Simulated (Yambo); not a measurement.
G0W0@LDA for GaN (zinc blende, space group F-43m, No. 216) in Yambo. Reference settings: 6×6×6 Γ-centred k mesh, 88 bands and a 14 Ry block in the screening, 88 bands in G with the Bruneval-Gonze terminator, plasmon pole fitted at 27.2 eV. The LDA gap Γ → Γ on this mesh is 2.01 eV; G0W0 gaps are taken between the same points.

```tsv
change from the reference	G0W0 gap Γ → Γ (eV)	shift of the valence edge (eV)
reference settings	2.79	-0.39
67 bands in W, 67 bands in G	2.79	-0.34
wavefunctions cut at 10 Ry	[?]	-0.10
20 bands in W, 20 bands in G, 5 Ry block, no terminator	2.59	0.57
4×4×4 mesh	2.77	-0.34
wavefunctions cut at 30 Ry	2.79	-0.34
32 bands in W, 32 bands in G, 5 Ry block, no terminator	[?]	0.33
8 Ry block	[?]	-0.21
```

Problem. Estimate the withheld gaps from the other rows; the computed values follow.

Solution. 
- wavefunctions cut at 10 Ry, G0W0 gap Γ → Γ (eV): 2.85
- 32 bands in W, 32 bands in G, 5 Ry block, no terminator, G0W0 gap Γ → Γ (eV): 2.53
- 8 Ry block, G0W0 gap Γ → Γ (eV): 2.69

The reference isn't shown to be the converged limit.

The standard potential for Ga keeps a d shell in the valence without the s and p states of that shell. In tests on such compounds this moved G0W0 gaps by up to about 0.9 eV, so absolute quasiparticle energies here are unreliable; differences between settings are what counts.

Spin-orbit coupling is not included.

Geometry relaxed with LDA; primitive cell a = b = c = 3.1487 Å, α = β = γ = 60.00°.

This is not the ordinary phase of the substance; no match was found in the copy of COD used, and its stability was not checked.

A shift is the quasiparticle energy of the state minus its LDA energy.
